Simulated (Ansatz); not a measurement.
Relaxed-ion elastic tensor of Fe (hcp (Mg type), space group No. 194) in GPa (Voigt order), the program Ansatz at the LDA level (PAW); density 9.72 g/cm³, 9.54 Å³ per atom.

```
638  214  182  0.0  0.0  0.0
214  638  182  0.0  0.0  0.0
182  182  713  0.0  0.0  0.0
0.0  0.0  0.0  196  0.0  0.0
0.0  0.0  0.0  0.0  196  0.0
0.0  0.0  0.0  0.0  0.0  212
```

Task: Is the crystal mechanically stable?

Result: Yes: the smallest eigenvalue of C is 196 GPa.

Task: Work out the Voigt, Reuss and Hill averages.

Result: K_V = 350, K_R = 349, K_H = 350; G_V = 215, G_R = 213, G_H = 214 GPa.

Task: Give Young's modulus, Poisson's ratio, Pugh's ratio and the universal anisotropy index.

Result: E = 9KG/(3K + G) = 532 GPa; ν = 0.25; K/G = 1.64 (brittle by the Pugh limit of 1.75); A_U = 5G_V/G_R + K_V/K_R − 6 = 0.05.

Task: Estimate the sound speeds and the Debye temperature.

Result: v_l = √((K + 4G/3)/ρ) = 8080 m/s, v_t = √(G/ρ) = 4690 m/s, mean 5200 m/s; Θ = (h/k)(3n/4πV)^(1/3) v_m = 730 K.

Task: Solve the Christoffel equation for the three sound speeds along x, y, z.

Result: Eigenvalues of C_ijkl n_j n_l equal ρv². In km/s, slowest first: x 4.49, 4.67, 8.10; y 4.49, 4.67, 8.10; z 4.49, 4.49, 8.57.

Task: How much does each axis shrink under pressure?

Result: Linear compressibilities β_i = Σ_j S_ij (j = 1 to 3): x 0.98, y 0.98, z 0.90 per TPa.

Space group P6_3/mmc (hcp (Mg type)). This is a known high-pressure phase of the composition, computed here at zero pressure and temperature. The cell was relaxed with LDA under the symmetry of its start; of distortions, only those at the zone centre were tested. The run is not spin-polarised. As this level gives no gap, shear constants depend on the k-mesh and smearing (Fermi–Dirac, 0.1 eV here). On the denser mesh and wider smearing of the elastic run this cell carries a stress of 0.7 GPa.

Potentials: the later of the program's two PAW sets.
